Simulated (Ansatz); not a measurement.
Values for one crystal, relaxed and computed with r²SCAN in the plane-wave PAW code Ansatz; other levels are named.

```yaml
volume_per_atom: 13.46 Å³
band_gap: 0.61 eV (indirect)
Bulk modulus (Birch–Murnaghan fit): 225 GPa
conduction_band_minimum: off the standard path, at k = (0.000, -0.052, 0.396) in fractions of the reciprocal vectors
electron_effective_mass: 0.80, 4.1, 7.8 mₑ (principal values)
Gap with spin–orbit coupling: 0.29 eV
valence_band_maximum: on the Γ–X line, 57 % of the way from Γ
```

Question: Pick the material that matches.
A) Si3N4, Fd-3m (Si on 16c, Si on 8b, N on 32e)
B) SiS2, I-42d (Si on 4a, S on 8d)
C) Ba2H6Os, Fm-3m (Ba on 8c, H on 24e, Os on 4a)
D) SiOs, P2_13 (Si on 4a, Os on 4a)

Answer: D, SiOs, P2_13 (Si on 4a, Os on 4a)

The first step of the workflow began from a Materials Project structure, measured or hypothetical; the Crystallography Open Database files this formula in space group No. 198, but the cells were not matched. Its standing as an ambient phase is unchecked. Symmetry was held in the r²SCAN relaxation; whether a distortion lowers the energy is not shown. The run is not spin-polarised. Scalar-relativistic: spin–orbit coupling is off unless named, which matters more the heavier the elements.

Potentials: the later of the program's two PAW sets.
